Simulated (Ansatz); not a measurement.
## Two Ansatz runs on Li

The cell comes from COD entry 9008542, which wasn't checked; take it as a given geometry. The listed cell was then made from it by scaling, straining or moving an atom.

First run: DFT, r2SCAN, PAW with Ansatz's default frozen-core files, scalar-relativistic (Ansatz 0.2.0).

Command: `ansatz run input.yaml --threads 1 --pin off --max-ram 2048MiB --backend cpu --events-out ev --progress --plain --runs-dir out` The run took 5.2 s on 1 thread of Intel(R) Xeon(R) Platinum 8488C (Sapphire Rapids), with other jobs on the host, peak memory 0.34 GiB.

```yaml
crystal:
  lattice:
    - [-1.8002455769, 1.8002455769, 1.8002455769]
    - [1.8002455769, -1.8002455769, 1.8002455769]
    - [1.8002455769, 1.8002455769, -1.8002455769]
  atoms:
    - { symbol: Li, position: [0.0, 0.0, 0.0] }
kpoints:
  mp_grid: { grid: [13, 13, 13] }
scf:
  occupations: { method: fermi_dirac, width: 0.05 }
hamiltonian:
  xc: r2scan
  pseudopotentials: { kind: paw }
output:
  forces: true
  stress: true
  efg: { contact_densities: true }
relax:
  f_tol: 0.005
  max_steps: 80
  cell: {}
```

Result: converged; relaxed volume 20.995 Å³/atom; 20 SCF iterations in all.

The input is then changed:

```diff
@@ -7,10 +7,10 @@
     - { symbol: Li, position: [0.0, 0.0, 0.0] }
 kpoints:
-  mp_grid: { grid: [13, 13, 13] }
+  mp_grid: { grid: [20, 20, 20] }
 scf:
   occupations: { method: fermi_dirac, width: 0.05 }
 hamiltonian:
   xc: r2scan
-  pseudopotentials: { kind: paw }
+  pseudopotentials: { kind: paw_fr }
 output:
   forces: true
@@ -21,3 +21,6 @@
   max_steps: 80
   cell: {}
+magnetization:
+  noncollinear: true
+  spin_orbit: true
```

Problem. What does the second run give?

Solution. It converged; relaxed volume 21.028 Å³/atom; 21 SCF iterations in all.
